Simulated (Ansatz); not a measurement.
# CuAu$_{2}$: reading a single point

```
Au Cu
1.0
    -4.71762    0.00000    0.00000
     0.00000    0.00000    4.84453
     0.00000    4.27144    2.42226
Au Cu
4 2
Direct
  0.50000 0.83000 0.34000
  0.50000 0.17000 0.66000
  0.00000 0.39000 0.34000
  0.00000 0.73000 0.66000
  0.00000 0.06000 0.00000
  0.50000 0.50000 0.00000
```

The numbers come from plane-wave PAW DFT (Ansatz): PBEsol, spin-orbit coupling, 420 eV, 5×5×5 Γ-centred k points, fermi-dirac occupations (width 0.1397 eV). Nothing was relaxed.

The state carries no moments; the state need not be the lowest.

(1) Which atom feels the largest force, and which way?

(2) Is the cell too large or too small?

(3) What is the formation energy?

(4) Metal or insulator?

(5) Which element gives electrons and which takes them?

Origin: a known structure type with other elements, at an estimated volume, so it need not be a known compound. Caveats: the SCF threshold is loose for a stress.

Results:

(1) The largest is on Au4 (and as large on other atoms): 0.91 eV/Å, components (0.00, 0.90, 0.09). It makes 120° with the line to a nearest neighbour, Au1 at 2.74 Å.

(2) The pressure is -8.0 GPa (compression positive), so with the atoms held at these fractions the cell would first shrink; the forces are large, so a full relaxation may end otherwise. The principal stresses -10.0, -8.0, -6.1 GPa differ, so its shape would change too.

(3) 0.05 eV an atom against the elements' usual phases (free molecules for gases, crystals otherwise, with no correction for O₂ or N₂), too near zero to call. Relaxing would lower it.

(4) It is a metal, with about 1.9 states/eV a cell as the mean within 0.25 eV of the Fermi level.

(5) Bader charges in e: Cu +0.38, Au -0.19. In the mean Cu gives up most and Au takes most.
